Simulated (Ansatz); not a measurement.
A crystal relaxed with r2SCAN in the plane-wave code Ansatz has space group Amm2 (No. 38) and a = 2.774 Å, b = 5.652 Å, c = 7.952 Å.

```
atom  site       x       y       z
   N    2a  0.0000  0.5000  0.5034
   N    4e  0.5000  0.2605  0.7476
  Xx    2a  0.0000  0.5000  0.0012
   B    2b  0.5000  0.5000  0.3812
   B    4d  0.0000  0.7760  0.1371
   B    2b  0.5000  0.5000  0.8449
```

With r2SCAN the valence top lies at Σ₀–Γ (0.80 of the way from Σ₀) and the conduction bottom at Γ–Y (0.30 of the way from Γ), 0.02 eV higher; the smallest vertical gap, at Σ₀–Γ (0.80 of the way from Σ₀), is 0.18 eV. (With 0.02 eV of smearing so small a gap leaves both edges partly filled, and it could close between the points sampled.) The lowest empty level at T lies only 15 meV higher, so the place of the conduction bottom isn't settled. HSE06 gives a direct gap of 0.29 eV at Γ. PBE gives no gap: the lowest nominally empty band dips 0.16 eV below the top of the last filled one (its bottom at Γ–Y (0.30 of the way from Γ), the top at Σ₀–Γ (0.80 of the way from Σ₀)), so the cell is a metal or semimetal at this level. Meshes: r2SCAN 10×6×6, HSE06 6×4×4, PBE 10×6×6.

Question: Which element is Xx?
A. As
B. Sb
C. P
D. Bi

Answer: A. Xx is As: B4AsN3, ordered on the zincblende lattice (Amm2) with 8 atoms a cell. N is surrounded by 4 B at 1.65–1.69 Å; N is surrounded by 4 B at 1.56–1.82 Å; As is surrounded by 4 B at 1.86–1.90 Å and 2 As at 2.77 Å; B is surrounded by 4 N at 1.69–1.82 Å; B is surrounded by 3 N at 1.64–1.65 Å and 1 As at 1.90 Å; B is surrounded by 2 N at 1.56 Å and 2 As at 1.86 Å.

No spin polarisation and no zero-point or thermal motion; the cell was built from a prototype and may be hypothetical.

The runs are scalar-relativistic, without spin-orbit coupling.

Where an edge lies off the special points, it is a point of the mesh or the k point where a search put PBE's edge or least direct gap, reused for the other functionals, whose own edges may lie a little apart.

The meshes of the hybrids are coarse, so their gaps aren't converged to the digits shown.
